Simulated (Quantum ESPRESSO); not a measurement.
## Ta3ScMo3Ag (different elements on one site, starting from this cell)

A calculation, not a measurement. The program is pw.x of Quantum ESPRESSO 7.5 (plane-wave density functional theory). The cell is made up: eight metal atoms on a face-centred cubic lattice, with elements, volume, strain and displacements drawn at random and not relaxed, so it may be unstable or far from any real phase. PseudoDojo standard norm-conserving files set the functional (PBE unless stated); there is no spin polarisation or spin-orbit coupling, the Fermi-Dirac width of 0.25 eV means electrons at about 2900 K, and the masses in the input are unused placeholders. Heavy elements are run without spin-orbit coupling, which real alloys of them have. A spin test at this wide smearing found no moment, but such smearing suppresses magnetism that the real alloy may have.

The runs put different elements on site 6. Cell, positions, cutoff, mesh and smearing stay as in the input of run 1; sites are counted in its order. Stress in the tables is positive in tension.

Input of run 1:

```
&control calculation='scf', pseudo_dir='./dojo.nc.sr.pbe.v0_5.standard.upf', outdir='./o', disk_io='minimal', tprnfor=.true., tstress=.true. /
&system ibrav=0, nat=8, ntyp=4, nbnd=74, ecutwfc=84.00895049, nosym=.true., tot_charge=0,
 occupations='smearing', smearing='fd', degauss=0.0183746611
/
&electrons conv_thr=1.470e-08, electron_maxstep=70, mixing_beta=0.5 /
ATOMIC_SPECIES
Ag 1.0 Ag.upf
Mo 1.0 Mo.upf
Sc 1.0 Sc.upf
Ta 1.0 Ta.upf
CELL_PARAMETERS angstrom
-4.193 0.0227 -0.0217
0.0444 -4.1849 4.1925
-0.0231 6.3385 2.1573
ATOMIC_POSITIONS angstrom
Ta -0.0235 0.0892 -0.0447
Sc -0.115 2.1331 2.0973
Mo 0.0432 -2.0593 2.0671
Mo -0.0123 0.0662 4.2689
Ta -2.151 4.2879 2.0887
Ag -2.0611 -0.1088 2.1179
Mo -2.1176 2.2266 4.2796
Ta -2.1523 -2.0529 4.2784
K_POINTS automatic
6 5 4 1 1 1
```

| run | elements on sites 1 to 8 | -TS (eV) | pressure (GPa) | stress xx (GPa) | stress yy (GPa) | stress zz (GPa) | stress yz (GPa) | stress xz (GPa) | stress xy (GPa) | iterations |
| --- | --- | --- | --- | --- | --- | --- | --- | --- | --- | --- |
| 1 | Ta Sc Mo Mo Ta Ag Mo Ta | -2.021 | -6.42 | 6.87 | 6.34 | 6.03 | -0.78 | 0.28 | -0.64 | 20 |
| 2 | Ta Sc Mo Mo Ta Hf Mo Ta | -2.234 | -0.68 | 1.09 | 0.37 | 0.57 | -1.02 | 0.39 | -0.78 | 19 |
| 3 | Ta Sc Mo Mo Ta Ti Mo Ta | -2.357 | -5.41 | 5.70 | 5.31 | 5.23 | -1.25 | 0.29 | -0.54 | 21 |
| 4 | Ta Sc Mo Mo Ta W Mo Ta | -2.263 | -7.44 | 7.56 | 7.37 | 7.40 | -1.70 | -0.03 | -0.40 | 21 |
| 5 | Ta Sc Mo Mo Ta In Mo Ta | -1.924 | -2.81 | 3.12 | 2.59 | 2.73 | -0.96 | 0.47 | -0.96 | 19 |

Forces Fx Fy Fz (eV/Å):

| site | run 1 | run 2 | run 3 | run 4 | run 5 |
| --- | --- | --- | --- | --- | --- |
| 1 | -0.04 -0.68 -0.33 | -0.04 -0.57 -0.68 | -0.11 -0.62 -0.19 | -0.15 -0.56 -0.11 | -0.03 -0.73 -0.51 |
| 2 | 0.42 -0.38 1.22 | 0.57 0.08 1.12 | 0.47 -0.32 1.14 | 0.47 -0.45 1.21 | 0.53 -0.12 1.23 |
| 3 | -0.34 0.04 0.37 | -0.26 -0.32 -0.13 | -0.25 0.34 -0.01 | -0.23 0.62 0.16 | -0.31 -0.08 0.25 |
| 4 | 0.01 -0.39 -0.22 | 0.02 -0.12 0.22 | -0.02 -0.18 -0.22 | -0.04 -0.12 -0.45 | 0.03 -0.27 -0.11 |
| 5 | 0.02 0.53 0.53 | -0.01 -0.13 -0.31 | 0.00 0.25 0.11 | 0.01 0.40 0.21 | 0.01 0.24 0.27 |
| 6 | -0.23 0.80 0.17 | -0.48 0.62 0.61 | -0.32 0.20 0.32 | -0.34 0.09 0.27 | -0.41 1.09 0.35 |
| 7 | -0.15 -0.29 -0.40 | -0.11 0.43 -0.16 | -0.11 0.22 -0.32 | -0.13 0.05 -0.57 | -0.17 -0.31 -0.44 |
| 8 | 0.32 0.39 -1.34 | 0.30 0.02 -0.67 | 0.34 0.11 -0.84 | 0.41 -0.02 -0.72 | 0.35 0.18 -1.05 |

Energies are left out, as each element's file has its own zero. A rerun of one cell of this series at a higher cutoff and on a denser mesh moved values by no more than 0.005 eV in energy, 0.03 GPa in stress and 0.004 eV/Å in force, and a second program with other atomic files agreed on that cell to 2 % rms in force and 0.5 GPa in pressure.